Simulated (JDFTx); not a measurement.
Input for JDFTx (a modified build): ICl (built from iodine monochloride), charge +1, multiplicity 2, vacuum; lengths in bohr, energies in hartree. JDFTx counts charge in electrons: elec-initial-charge is the number of excess electrons.

```
lattice \
  21.7318504332 0.0000000000 0.0000000000 \
  0.0000000000 17.4799666528 0.0000000000 \
  0.0000000000 0.0000000000 17.4799666528
coords-type Cartesian
ion Cl 2.1788844405 -0.0336055308 0.0175579458 0
ion I -2.1788844405 0.0336055308 -0.0175579458 0
ion-species pseudo/cl_pbe_v1.4.upf
ion-species pseudo/i_pbe_v1.upf
elec-cutoff 20 100
elec-ex-corr gga-PBE
symmetries none
coulomb-interaction Isolated
coulomb-truncation-embed 0 0 0
elec-n-bands 7
spintype z-spin
elec-initial-magnetization 1 yes
elec-initial-charge -1
electronic-scf nIterations 100 energyDiffThreshold 1e-8
dump-name s0.$VAR
dump End State Ecomponents EigStats BandEigs Forces ElecDensity IonicPositions
```

The minimisation and the closing blocks of the log:

```
Will mix electronic density at each iteration.
SCF: Cycle:  0   Etot: -26.203136024162998   dEtot: +6.429e-03   |Residual|: 2.465e-01   |deigs|: 1.324e-02
SCF: Cycle:  1   Etot: -26.289193137534685   dEtot: -8.606e-02   |Residual|: 1.160e-01   |deigs|: 1.298e-02
SCF: Cycle:  2   Etot: -26.307685936365857   dEtot: -1.849e-02   |Residual|: 6.296e-02   |deigs|: 1.418e-02
SCF: Cycle:  3   Etot: -26.311628019303171   dEtot: -3.942e-03   |Residual|: 2.631e-02   |deigs|: 1.365e-02
SCF: Cycle:  4   Etot: -26.312657770563071   dEtot: -1.030e-03   |Residual|: 1.496e-02   |deigs|: 7.384e-03
SCF: Cycle:  5   Etot: -26.313055138388556   dEtot: -3.974e-04   |Residual|: 9.654e-03   |deigs|: 3.733e-03
SCF: Cycle:  6   Etot: -26.313102633157733   dEtot: -4.749e-05   |Residual|: 6.429e-03   |deigs|: 3.978e-03
SCF: Cycle:  7   Etot: -26.313100883484953   dEtot: +1.750e-06   |Residual|: 1.144e-02   |deigs|: 1.647e-03
SCF: Cycle:  8   Etot: -26.313129684327770   dEtot: -2.880e-05   |Residual|: 6.132e-03   |deigs|: 1.264e-04
SCF: Cycle:  9   Etot: -26.313192066798784   dEtot: -6.238e-05   |Residual|: 4.330e-03   |deigs|: 2.057e-03
[... lines cut ...]
SCF: Cycle: 21   Etot: -26.313241572470236   dEtot: -6.272e-07   |Residual|: 2.601e-04   |deigs|: 1.188e-05
SCF: Cycle: 22   Etot: -26.313241713652985   dEtot: -1.412e-07   |Residual|: 3.741e-04   |deigs|: 5.983e-05
SCF: Cycle: 23   Etot: -26.313241901780692   dEtot: -1.881e-07   |Residual|: 1.797e-04   |deigs|: 1.793e-05
SCF: Cycle: 24   Etot: -26.313241978586348   dEtot: -7.681e-08   |Residual|: 1.650e-04   |deigs|: 3.270e-05
SCF: Cycle: 25   Etot: -26.313242005303863   dEtot: -2.672e-08   |Residual|: 1.168e-04   |deigs|: 8.662e-06
SCF: Cycle: 26   Etot: -26.313242037688163   dEtot: -3.238e-08   |Residual|: 8.368e-05   |deigs|: 8.338e-06
SCF: Cycle: 27   Etot: -26.313242055282597   dEtot: -1.759e-08   |Residual|: 3.209e-05   |deigs|: 1.103e-05
SCF: Cycle: 28   Etot: -26.313242064260763   dEtot: -8.978e-09   |Residual|: 4.534e-05   |deigs|: 2.534e-06
SCF: Cycle: 29   Etot: -26.313242074655697   dEtot: -1.039e-08   |Residual|: 2.684e-05   |deigs|: 8.416e-07
SCF: Cycle: 30   Etot: -26.313242080544768   dEtot: -5.889e-09   |Residual|: 1.359e-05   |deigs|: 1.479e-06
SCF: Cycle: 31   Etot: -26.313242085590748   dEtot: -5.046e-09   |Residual|: 1.044e-05   |deigs|: 3.924e-07
SCF: Converged (|Delta E|<1.000000e-08 for 2 iters).

# Ionic positions in cartesian coordinates:
ion Cl   2.178884440500001  -0.033605530800000   0.017557945800000 0
ion I  -2.178884440500001   0.033605530800000  -0.017557945800000 0

# Forces in Cartesian coordinates:
force Cl  -0.015832240447318   0.000287575453815  -0.000154745490990 0
force I   0.015866902449897  -0.000265513070379   0.000127799657140 0

# Energy components:
   Eewald =       11.2425840191903692
       EH =       29.7025908128905520
     Eloc =      -75.8091411315019030
      Enl =        5.7978537984573570
      Exc =      -28.5445540414951537
 Exc_core =       22.7868569583430087
       KE =        8.5105674985250168
-------------------------------------
     Etot =      -26.3132420855907476


	eMin: -1.059720 at state 0 ( [ +0.000000 +0.000000 +0.000000 ] spin 1 )
	HOMO: -0.492323 at state 1 ( [ +0.000000 +0.000000 +0.000000 ] spin -1 )
```

The run took 32 electronic cycles; the highest occupied level lies at -13.40 eV from the vacuum level.
